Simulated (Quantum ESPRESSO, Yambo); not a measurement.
Cs2PtH6 (space group Fm-3m, No. 225). The geometry is that of Materials Project entry mp-643243, symmetrised and not relaxed again. Chain: norm-conserving PBEsol (Quantum ESPRESSO, 84 Ry, scalar-relativistic); G0W0 in Yambo (2×2×2 Γ-centred k mesh, bands 5 to 322 and a 8 Ry block in the screening, 322 bands in G with the Bruneval-Gonze terminator, plasmon pole fitted at 27.2 eV); BSE (4×4×4 mesh, 9 valence and 14 conduction bands, static screening with 88 bands and a 3 Ry block, scissor 2.22 eV, Tamm-Dancoff).

| Item | Result |
|---|---|
| PBEsol gap (dense path) | 3.84 eV |
| PBEsol gap X → X on the GW mesh | 3.84 eV |
| PBEsol smallest direct gap on the GW mesh, at X | 3.84 eV |
| G0W0 direct gap at that point | 6.06 eV |
| G0W0 correction to the gap X → X | 2.22 eV |
| direct gap on the BSE mesh, with the scissor | 6.06 eV |
| first BSE state allowed for light along x | 5.33 eV |
| lowest BSE state | 4.90 eV |
| binding of the lowest exciton | 1.17 eV |
| RPA electronic dielectric constant along x | 2.61 (4×4×4 mesh, PBEsol bands) |

Rough cost of the Yambo steps against G0W0 for 6 states: BSE about 4×, one RPA spectrum about 1/5.

Nearest settings tried, and what they do to the gap: 200 bands in G: -4 meV; 139 bands in W: -77 meV; 3 Ry block (137 vectors against 531): -214 meV. Not varied: mesh. So the settings aren't converged at that level. The k mesh is coarse. The BSE states are vertical excitations (zero momentum). Convergence of the RPA response with its 4×4×4 mesh was not tested. Convergence of the binding with the mesh was not shown.

Without spin-orbit coupling, band edges of such heavy elements can be off by tenths of an eV.

The structure is a Materials Project entry; no match was found in the copy of COD used, and its stability was not checked.
